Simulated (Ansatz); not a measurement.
An Ansatz input:

```yaml
crystal:
  lattice:
    - [2.5007978423, 0.0, 0.0]
    - [0.0, 2.5007978423, 0.0]
    - [0.0, 0.0, 2.5007978423]
  atoms:
    - { symbol: Rh, position: [0.0, 0.0, 0.0] }
hamiltonian:
  xc: pbesol
  pseudopotentials:
    kind: paw
    azcp:
      Rh: "pseudopotentials/Rh.paw.azcp"
basis:
  ecutwfc: 420
  fft_grid_basis: typed
kpoints:
  mp_grid: { grid: [14, 14, 14], shift: [0, 0, 0] }
magnetization:
  spin_polarized: false
scf:
  occupations: { method: fermi_dirac, width: 0.1 }
  lower_state_search: "off"
output:
  stress: true
  write_density: true
  write_potential: true
  elf: true
  volumetric_format: npy
```

and its output:

```
Warning: the record states the generating functional pbe (its physics header spells it `PBE`), which answers neither for hamiltonian.xc's functional nor for the pbesol family's — results may be inconsistent (PPs are generated against a specific XC)
Engine: ansatz 0.2.0, aarch64-unknown-linux-gnu
Pseudopotentials: kind: paw
Pseudopotential: Rh, paw, valence charge 17, recommended cutoff 420 eV (normal) 
Functional definition: PBEsol
  exchange = pbesol_x
  correlation = pbesol_c
Crystal: 1 atoms, lattice volume = 15.640 Å³
Basis set: ecut = 420 eV, 305 PW (Γ)
Bands: 13, of which v1, the nominal top of the filled ones, is band 9 counted from 1 (8 counted from 0)
Symmetry: 48 space group operations
Space group: Pm-3m (ITA 221), of the structure as read, at distance tolerance 2.5e-5 Å
k-points: 120 of 2744
Non-local potential: Rh, projectors of the file, l = 0: 3, l = 1: 2, l = 2: 2, l = 3: 1
PAW form: soft (Blöchl's): semilocal exchange-correlation on the pseudo side does not see the compensation charge
PAW frozen core: Rh, regenerated for the run's functional, and the local potential with it (the file was generated under x = pbe(κ = 0.804, μ = 0.2195149727645171), c = pbe(β = 0.06672455060314922))
PAW one-centre angular grid: Rh, 590 points (default); XC on 64 Gauss nodes
Initial density: superposition of atomic densities (neutral atoms: chi_scale 0, normalization atom), corrected by the library's trained network
Initial wavefunctions: pseudopotential atomic-orbital guess
Functional: x = pbesol(κ = 0.804, μ = 0.12345679012345678), c = pbesol(β = 0.046)
SCF iter   1: F=—  HF=-6337.889362 eV  |F-HF|=—  |Δ(HF+E_count)|=         —  Δρ=6.40e-3  dr2=5.06e-3  ethr=1.77e-3  ⟨swp⟩=4.8  Hψ=8413  notcnv=0
SCF iter   2: F=—  HF=-6337.888320 eV  |F-HF|=—  |Δ(HF+E_count)|=   1.04e-3  Δρ=1.89e-3  dr2=3.41e-4  ethr=2.98e-5  ⟨swp⟩=2.2  Hψ=3025  notcnv=0
SCF iter   3: F=—  HF=-6337.888287 eV  |F-HF|=—  |Δ(HF+E_count)|=   3.29e-5  Δρ=6.62e-4  dr2=2.73e-5  ethr=2.01e-6  ⟨swp⟩=2.2  Hψ=2256  notcnv=0
SCF iter   4: F=—  HF=-6337.888303 eV  |F-HF|=—  |Δ(HF+E_count)|=   1.59e-5  Δρ=1.26e-4  dr2=5.98e-7  ethr=1.61e-7  ⟨swp⟩=2.2  Hψ=2605  notcnv=0
iter 5 did not close the SCF: its close was put off for the readings that it lacked (scf_convergence_deferred on its scf_iter line)
SCF iter   5: F=-6337.888303 eV  HF=-6337.888303 eV  |F-HF|=1.03e-8  |Δ(HF+E_count)|=   5.16e-7  Δρ=1.41e-5  dr2=2.00e-8  ethr=3.52e-9  ⟨swp⟩=2.7  Hψ=2579  notcnv=0
SCF iter   6: F=-6337.888303 eV  HF=-6337.888303 eV  |F-HF|=1.86e-10  |Δ(HF+E_count)|=  8.55e-10  Δρ=1.72e-6  dr2=3.38e-10  ethr=1.18e-10  ⟨swp⟩=5.2  Hψ=7956  notcnv=0
SCF 1 converged in 6 iterations: F = -6337.888303 eV  dr2 = 3.38e-10
SCF converged after 6 iterations
Free energy (F): -6337.888303 eV
Harris-Foulkes:  -6337.888303 eV  (|F-HF|=1.86e-10)
Internal energy: -6337.836165 eV  (E = F + TS)
E sigma→0 (E₀):  -6337.862234 eV
Entropy (-TS):   -0.052138 eV (-52.138 meV/atom)
Fermi energy:    18.918676 eV
--- Per-component energies (eV) ---
  E_band       = -138.644050
  E_kinetic    = 573.759229
  E_local      = -1809.989823  (includes V_loc(G=0)·N_el)
  E_nonlocal   = 359.285729
  E_hartree    = 644.299812
  E_xc         = -219.713509
  E_vxc        = -276.778627  (∫ρ·V_xc dr)
  E_paw        = -3525.026748  (= ΣΔE_a)
  E_vpaw       = -273.521908  (= ΣTr[D̂ρ^β])
  E_aug_tail   = 0.000849  (compensation charges beyond the density's cutoff)
  E_ewald      = -2360.727903
  E_core_change = 0.276200  (= ΣΔE_core)
  E_smearing   = -0.052138  (= −TS)
  E_closure    = -0.000000  (closes the sum)
  Σ components = -6337.888303   (vs F -6337.888303, Δ=0.00e0)
--- Stress (GPa, compression-positive) ---
       -0.216538      -0.000000       0.000000
       -0.000000      -0.216538       0.000000
        0.000000       0.000000      -0.216538
  P = ⅓ Tr σ = -0.2165 GPa (-2.165 kbar)
--- Band table (eV; the first three rows and the last of 120) ---
  k-point 0: bands = ["-59.5962", "-27.0805", "-27.0805", "-27.0805", "11.8241", "13.5059", "13.5059", "19.7365", "19.7365", "19.7365", "35.8502", "35.8502", "35.8502"]
  k-point 1: bands = ["-59.5916", "-27.1219", "-27.0771", "-27.0771", "11.9752", "13.5365", "13.6492", "19.6011", "19.6011", "19.7470", "34.8604", "36.1169", "36.1169"]
  k-point 2: bands = ["-59.5785", "-27.2371", "-27.0674", "-27.0674", "12.3748", "13.6233", "14.1038", "19.2392", "19.2392", "19.7767", "32.8521", "36.8653", "36.8653"]
  k-point 119: bands = ["-59.3206", "-27.6909", "-27.6909", "-27.6909", "14.1964", "14.1964", "14.1964", "21.5245", "21.5245", "28.9180", "31.2498", "31.2498", "31.2498"]
```

Command:

```sh
ansatz run input.yaml --threads 2 --pin off --max-ram 5120MiB --backend cpu --events-out ev --progress --plain --runs-dir out
```

On 2 threads of Arm Neoverse V2 (shared host) this took about 0.96 s of wall time and 1.7 s of CPU time.
